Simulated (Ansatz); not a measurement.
**Fields on a plane of SnS (GeS type, space group Pnma)**

```
SnS
1.0
   10.91161     0.00000     0.00000
    0.00000     3.95337     0.00000
    0.00000     0.00000     4.11206
Sn S
4 4
Cartesian
  6.73492   2.96503   2.43773
  9.63250   0.98834   0.38170
  4.17670   0.98834   1.67433
  1.27911   2.96503   3.73036
  3.87505   2.96503   4.01410
  1.58075   0.98834   1.95807
  7.03656   0.98834   0.09796
  9.33086   2.96503   2.15399
```

The slice is a (001) plane (indices of the conventional cell) through the point (0.355, 0.750, 0.976) (fractional), spanned by u = [010] and v = [100] in vectors of this cell: u (3.95 Å) and v (10.91 Å, at 90° to u). It covers one period; positions are fractions (u, v).

Atoms on it: S at (0.00, 0.00); S at (0.50, 0.29), 0.2 Å off the plane. Other atoms lie within 1 Å of the plane.

Method: PBEsol-D3(BJ) (plane waves to 420 eV, PAW, scalar-relativistic; Ansatz, a program for electronic structure). k mesh 3×8×8. These are valence fields of a PAW run, semicore shells included where kept as valence: close to a nucleus they are smooth pseudo fields. SnS was relaxed with its symmetry unable to fall.

```
|xxxxxx22778888887722xxxx|
|xxxxxx66889999998866xxxx|
|001155889999999999885511|
|112244778899999988774422|
|xxxx003377889999773300xx|
|xxxxxx00558899885500xxxx|
|xxxxxx00337788773300xxxx|
|xxxxxx00337788773300xxxx|
|xxxxxx00558888885500xxxx|
|xxxx003366888888663300xx|
|001144666666666666664411|
|666666663311001133666666|
|8888663300xxxxxx00336688|
|88885500xxxxxxxxxx005588|
|88884400xxxxxxxxxx004488|
|88885500xxxxxxxxxx005588|
|9988661100xxxxxx00116688|
|999988552200000022558899|
|999999776644334466779999|
|999999774400xx0044779999|
|88888855xxxxxxxxxx558888|
|77777711xxxxxxxxxx117777|
|77776600xxxxxxxxxx006677|
|77777733xxxxxxxxxx337777|
|7777887711xxxxxx11778877|
|888899998866556688999988|
|999999999999999999999999|
|888899999999999999999988|
|113366889999999999886633|
|xxxxxx66888888888866xxxx|
|xxxxxx22778888887722xxxx|
|xxxxxxxx7788888877xxxxxx|
```
Scale: ten equal steps from -2.00 (start of '0') to 6.55 (end of '9'), in the order '0123456789'. Values: electrostatic potential energy of an electron, from the cell's mean, in eV. The map has 12 points along u (two characters each, u = 0 at the left) and 32 along v (v = 0 in the bottom row). Points within 1 Å of a nucleus are blanked (x), as the pseudised field means little there. Values under -2 eV are set to -2. The zero, the cell's mean, hangs on the PAW cores.

```
|557755220000000000225577|
|665533110000000000113355|
|222211000000000000001122|
|000000000000000000000000|
|000000000000000000000000|
|222211000000000000001122|
|112222110000000000112222|
|002233220000000000223322|
|223344220000000000224433|
|555533220000000000223355|
|333322111111111111112233|
|111111112233443322111111|
|000000223355555533220000|
|000000224444334444220000|
|000000223322222233220000|
|000000112222222222110000|
|000000001111111111000000|
|000000000000000000000000|
|000000000000000000000000|
|000000002233333322000000|
|000000114477887744110000|
|000000226688778866220000|
|000000225555225555220000|
|000000114477887744110000|
|000000002255775522000000|
|000000001122332211000000|
|000000000000110000000000|
|111100000000000000000011|
|443311000000000000001133|
|997733110000000000113377|
|888855220000000000225588|
|004455220000000000225544|
```
Scale: ten equal steps from 0.001 (start of '0') to 0.075 (end of '9'), in the order '0123456789'. Values: density of the highest valence band (whole band, smooth part) in e/Å³. The map has 12 points along u (two characters each, u = 0 at the left) and 32 along v (v = 0 in the bottom row).
